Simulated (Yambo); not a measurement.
KTaO3 (cubic perovskite, space group Pm-3m, No. 221), G0W0@LDA in Yambo (4×4×4 mesh, plasmon pole; 8 Ry block, no terminator). The number N of bands in W and G is varied.

| N | x = 1/N | gap R → Γ (eV) | shift of the valence edge (eV) |
|---|---|---|---|
| 50 | 0.02000 | 3.982 | 0.112 |
| 70 | 0.01429 | 3.846 | -0.045 |
| 97 | 0.01031 | 3.758 | -0.185 |
| 123 | 0.00813 | ? | ? |

**Question.** Basis-set arguments suggest E = E∞ + A x. Fix A and E∞ from the two rows above the withheld one, predict the row at 123 bands, and test the form.

**Answer.** Gap: A = (3.758 − (3.846))/(0.01031 − 0.01429) = 22.1, E∞ = 3.530 eV, so 3.710 eV is predicted; the run gave 3.703 eV (miss 7 meV). The first two rows have slope 23.8, within 15 % of that. Shift: A = (-0.185 − (-0.045))/(0.01031 − 0.01429) = 35.2, E∞ = -0.548 eV, so -0.262 eV is predicted; the run gave -0.273 eV (miss 11 meV). The first two rows have slope 27.5, so the form doesn't hold yet over the whole range. The other settings are held fixed.

Spin-orbit coupling is not included.

Geometry of the Materials Project entry, not relaxed at this level; primitive cell a = b = c = 3.995 Å, α = β = γ = 90.00°.

A shift is the quasiparticle energy of the state minus its LDA energy.
